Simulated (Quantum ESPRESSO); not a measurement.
Mg$_{2}$AlS$_{3}$F (made-up cell, one site empty) (calculated)

All values are calculated (Quantum ESPRESSO 7.5). Calculation on a made-up crystal cell, not a measurement: periodic Kohn-Sham density functional theory in plane waves with PseudoDojo standard norm-conserving scalar-relativistic pseudopotentials, each functional with its own files (v0.5 for PBE, v0.4.1 for LDA and PBEsol), no spin polarisation, no spin-orbit coupling, atoms not relaxed, stress positive in tension, energies less a fixed whole-eV offset for each atom's element; levels are Kohn-Sham levels at fractions of this cell's reciprocal vectors, counted from the reference band (half the neutral cell's valence electrons, rounded up) at Gamma; error bars cover cutoff and k-mesh only, not smearing or the files; each bar is the largest change over components, and at least 0.002 eV, 0.002 eV per angstrom or 0.02 GPa; added strain carries the atoms with the cell, and shear is the tensor component; energies are for the whole cell, and the offsets were chosen from early runs and are not element reference energies.

```cif
# cell vector a (Å): 3.9353 -0.0579 0.0210
# cell vector b (Å): -0.1002 6.7089 -0.0063
# cell vector c (Å): 0.0343 -0.0059 6.2864
data_Mg2AlS3F
_symmetry_space_group_name_H-M 'P 1'
_symmetry_Int_Tables_number 1
_cell_length_a 3.9358
_cell_length_b 6.7097
_cell_length_c 6.2865
_cell_angle_alpha 90.112
_cell_angle_beta 89.381
_cell_angle_gamma 91.699
_cell_volume 165.93
loop_
_atom_site_label
_atom_site_type_symbol
_atom_site_fract_x
_atom_site_fract_y
_atom_site_fract_z
_atom_site_occupancy
Al1 Al 0.01062 0.01173 0.99377 1
Mg1 Mg 0.49843 0.48241 0.97874 1
Mg2 Mg 0.47726 0.17721 0.49567 1
S1 S 0.00265 0.99565 0.38300 1
F1 F 0.50602 0.51840 0.37324 1
S2 S 0.49215 0.18104 0.87654 1
S3 S 0.01707 0.67420 0.88527 1
_calc_lattice_type 'wurtzite'
_calc_empty_site 4
_calc_functional 'pbe'
_calc_cutoff 1143  # eV
_calc_fermi_dirac_smearing 0.025  # eV
_calc_scf_tolerance 1e-07  # eV
_calc_electrons_removed 0
_calc_k_mesh '5 x 4 x 4, shifted by half a step'
_calc_pressure ?
```

Atoms:
```csv
atoms element,atom site,atom energy offset (eV)
Al,1,-64
Mg,2,-1617
Mg,3,-1617
S,5,-302
F,6,-677
S,7,-302
S,8,-302
```

To be estimated
1. Give the missing pressure for Mg$_{2}$AlS$_{3}$F (made-up cell, one site empty).

Calculated values
1. -1.71 GPa

Further results for Mg$_{2}$AlS$_{3}$F (made-up cell, one site empty):

- free energy less offsets: 9.722 eV
- scf iterations: 12
- smearing term minus ts: 0 eV
- stress xx: -0.3224 GPa
- stress yy: 1.024 GPa
- stress zz: 4.429 GPa
- stress yz: -2.653 GPa
- stress xz: -0.1762 GPa
- stress xy: -1.654 GPa
- reference band: 24
- error bar energy: 0.002 eV
- error bar stress: 0.02799 GPa
- error bar force: 0.003396 eV/Å
- error bar next band up: 0.002 eV
- error bars from: tighter rerun of this cell

Forces:
```csv
site,x (eV/Å),y (eV/Å),z (eV/Å)
1,-0.4307,-2.137,1.766
2,0.2382,4.539,2.726
3,0.8664,1.556,-1.608
5,-0.8863,0.3221,-1.577
6,-0.06991,-2.134,-0.8072
7,0.5974,-3.365,-0.4061
8,-0.3151,1.219,-0.09317
```

Levels:
```csv
level k point,next band up (eV)
Gamma,1.338
"(1/2,1/2,1/2)",2.605
"(0.15,0,0)",2.18
"(0,0.15,0)",1.501
"(0,0,0.15)",1.436
```
